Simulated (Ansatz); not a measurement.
# Compressing Ti$_{5}$Al$_{2}$C$_{3}$

Method: DFT r2SCAN, scalar-relativistic, plane waves, PAW in Ansatz. (500 eV cutoff, 12×12×12 k-mesh, Gaussian smearing of 0.10 eV, no spin polarisation)

The relaxed crystal:

```
Ti Al C
1.0
     1.53183    0.88440   16.17323
    -1.53183    0.88440   16.17323
     0.00000   -1.76880   16.17323
Ti Al C
5 2 3
Cartesian
  0.0000 0.0000 24.2599
  0.0000 0.0000 38.0638
  0.0000 0.0000 33.4914
  0.0000 0.0000 15.0283
  0.0000 0.0000 10.4559
  0.0000 0.0000 28.9245
  0.0000 0.0000 19.5952
  0.0000 0.0000 41.7276
  0.0000 0.0000 6.7921
  0.0000 0.0000 0.0000
```

Cell and atoms are relaxed at each pressure within the symmetry of the start, at zero temperature, so transitions that lower the symmetry aren't seen. The k-mesh given is that at zero pressure and may differ at others. a, b and c are the lengths of the cell vectors above.

```
P (GPa) V (Å³/atom) V/V0   a (Å) b (Å) c (Å)
     -1        13.23  1.007  16.310  16.310  16.310
      0        13.15  1.000  16.270  16.270  16.270
      1        13.06  0.994  16.231  16.231  16.231
      4        12.83  0.976  16.122  16.122  16.122
     12        12.31  0.936  15.874  15.874  15.874
     25        11.63  0.885  15.558  15.558  15.558
```

(1) What bulk modulus and pressure derivative fit these points?

## Answers

(1) A third-order Birch–Murnaghan fit gives B0 = 158 GPa and B0' = 4.2.